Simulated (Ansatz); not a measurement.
## Fields on a plane of LiCl (rock salt)

```
LiCl
1.0
    0.00000     2.55614     2.55614
    2.55614     0.00000     2.55614
    2.55614     2.55614     0.00000
Cl Li
1 1
Cartesian
  0.00000   0.00000   0.00000
  2.55614   2.55614   2.55614
```

The slice is a {100} plane (indices of the conventional cell) through the point (0.500, 0.500, 0.500) (fractional), spanned by u = [100] and v = [0 1 -1] in vectors of this cell: u (3.61 Å) and v (3.61 Å, at 90° to u). It covers one period; positions are fractions (u, v).

Atoms on it: Cl at (0.50, 0.50); Li at (0.00, 0.00).

Calculation: r2SCAN (plane waves to 500 eV, PAW, scalar-relativistic; Ansatz, a quantum-chemistry and plane-wave program). k mesh 11×11×11. Inside the PAW spheres the values are not all-electron values, and peaks at nuclei hang on which shells count as valence. LiCl was relaxed with its symmetry unable to fall.

```tsv
v \ u	0.00	0.10	0.20	0.30	0.40	0.50	0.60	0.70	0.80	0.90
0.90	x	0.62	0.01	0.16	0.33	0.36	0.33	0.16	0.01	0.62
0.80	0.02	0.01	0.19	0.71	0.80	0.81	0.80	0.71	0.19	0.01
0.70	0.02	0.16	0.71	0.85	0.88	0.87	0.88	0.85	0.71	0.16
0.60	0.04	0.33	0.80	0.88	0.80	x	0.80	0.88	0.80	0.33
0.50	0.04	0.36	0.81	0.87	x	x	x	0.87	0.81	0.36
0.40	0.04	0.33	0.80	0.88	0.80	x	0.80	0.88	0.80	0.33
0.30	0.02	0.16	0.71	0.85	0.88	0.87	0.88	0.85	0.71	0.16
0.20	0.02	0.01	0.19	0.71	0.80	0.81	0.80	0.71	0.19	0.01
0.10	x	0.62	0.01	0.16	0.33	0.36	0.33	0.16	0.01	0.62
0.00	x	x	0.02	0.02	0.04	0.04	0.04	0.02	0.02	x
```

Values: electron localisation function (ELF). Points within 0.5 Å of a nucleus are blanked (x), as the pseudised field means little there.

```
|xxxxxxxxxxxx447788999999887744xxxxxxxxxx|
|xxxxxxxxxxxx557788999999887755xxxxxxxxxx|
|xxxxxxxxxx3366777777777777776633xxxxxxxx|
|xxxxxxxx33555555443333334455555533xxxxxx|
|xxxxxx3355554411xxxxxxxxxx1144555533xxxx|
|44555566554400xxxxxxxxxxxxxx004455665555|
|777777775511xxxxxxxxxxxxxxxxxx1155777777|
|8888887744xxxxxxxxxxxxxxxxxxxxxx44778888|
|9999997733xxxxxxxxxxxxxxxxxxxxxx33779999|
|9999997733xxxxxxxxxxxxxxxxxxxxxx33779999|
|9999997733xxxxxxxxxxxxxxxxxxxxxx33779999|
|8888887744xxxxxxxxxxxxxxxxxxxxxx44778888|
|777777775511xxxxxxxxxxxxxxxxxx1155777777|
|44555566554400xxxxxxxxxxxxxx004455665555|
|xxxxxx3355554411xxxxxxxxxx1144555533xxxx|
|xxxxxxxx33555555443333334455555533xxxxxx|
|xxxxxxxxxx3366777777777777776633xxxxxxxx|
|xxxxxxxxxxxx557788999999887755xxxxxxxxxx|
|xxxxxxxxxxxx447788999999887744xxxxxxxxxx|
|xxxxxxxxxxxx447788999999887744xxxxxxxxxx|
```
Scale: ten equal steps from -0.19 (start of '0') to 5.66 (end of '9'), in the order '0123456789'. Values: electrostatic potential energy of an electron, from the cell's mean, in eV. The map has 20 points along u (two characters each, u = 0 at the left) and 20 along v (v = 0 in the bottom row). Points within 1 Å of a nucleus are blanked (x), as the pseudised field means little there. The zero, the cell's mean, hangs on the PAW cores.
